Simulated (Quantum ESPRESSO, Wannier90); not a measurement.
# Pt (fcc (Cu type)), plane waves to Wannier functions

```xyz
1
Lattice="0.0000 1.9716 1.9716 1.9716 0.0000 1.9716 1.9716 1.9716 0.0000" Properties=species:S:1:pos:R:3 pbc="T T T"
Pt     0.0000     0.0000     0.0000
```

Cell from Materials Project (mp-126), symmetrised, no further relaxation. This is the element's usual structure. Computed values, not measurements, from PBEsol: Quantum ESPRESSO (norm-conserving PseudoDojo potentials, cutoff 68 Ry, spinors with spin-orbit coupling) on a Γ-centred 10×10×10 mesh, then Wannier90. Density: 18×18×18 mesh, cold smearing 0.01 Ry.

A tight-binding model is made by disentanglement and projection with no localisation steps (num_iter = 0), so the 18 orbitals stay atom-like: hydrogen-like Pt: s;p;d, axes along x, y, z; frozen window up to 1.50 eV relative to the Fermi level. It follows pw.x to 2.5 meV rms for states up to 1.0 eV relative to the Fermi level. Matrix elements depend on this choice of orbitals and windows.

The 30 largest hoppings ⟨m,0|H|n,R⟩ between different sites (one of each Hermitian pair; signs follow the real orbitals' lobes; the list may end inside a set of equal values):

```csv
m,n,R,distance of the centres (Å),t (eV),Im t (eV)
Pt1 px↑,Pt1 py↑,0 0 1,2.79,1.993,0.042
Pt1 px↓,Pt1 py↓,0 0 1,2.79,1.993,-0.042
Pt1 py↑,Pt1 px↑,0 0 1,2.79,1.993,-0.042
Pt1 py↓,Pt1 px↓,0 0 1,2.79,1.993,0.042
Pt1 px↑,Pt1 py↑,1 -1 0,2.79,-1.993,0.042
Pt1 px↓,Pt1 py↓,1 -1 0,2.79,-1.993,-0.042
Pt1 py↑,Pt1 px↑,1 -1 0,2.79,-1.993,-0.042
Pt1 py↓,Pt1 px↓,1 -1 0,2.79,-1.993,0.042
Pt1 pz↑,Pt1 py↑,0 1 -1,2.79,-1.993,0.000
Pt1 pz↓,Pt1 py↓,0 1 -1,2.79,-1.993,0.000
Pt1 py↑,Pt1 pz↑,0 1 -1,2.79,-1.993,0.000
Pt1 py↓,Pt1 pz↓,0 1 -1,2.79,-1.993,0.000
Pt1 pz↑,Pt1 px↑,0 1 0,2.79,1.993,0.000
Pt1 pz↓,Pt1 px↓,0 1 0,2.79,1.993,0.000
Pt1 px↑,Pt1 pz↑,0 1 0,2.79,1.993,0.000
Pt1 px↓,Pt1 pz↓,0 1 0,2.79,1.993,0.000
Pt1 pz↑,Pt1 px↑,1 0 -1,2.79,-1.993,0.000
Pt1 pz↓,Pt1 px↓,1 0 -1,2.79,-1.993,0.000
Pt1 px↑,Pt1 pz↑,1 0 -1,2.79,-1.993,0.000
Pt1 px↓,Pt1 pz↓,1 0 -1,2.79,-1.993,0.000
Pt1 pz↑,Pt1 py↑,1 0 0,2.79,1.993,0.000
Pt1 pz↓,Pt1 py↓,1 0 0,2.79,1.993,0.000
Pt1 py↑,Pt1 pz↑,1 0 0,2.79,1.993,0.000
Pt1 py↓,Pt1 pz↓,1 0 0,2.79,1.993,0.000
Pt1 s↑,Pt1 px↑,0 0 1,2.79,1.376,0.010
Pt1 s↑,Pt1 py↑,0 0 1,2.79,1.376,-0.010
Pt1 s↓,Pt1 px↓,0 0 1,2.79,1.376,-0.010
Pt1 s↓,Pt1 py↓,0 0 1,2.79,1.376,0.010
Pt1 px↑,Pt1 s↑,0 0 1,2.79,-1.376,0.010
Pt1 px↓,Pt1 s↓,0 0 1,2.79,-1.376,-0.010
```
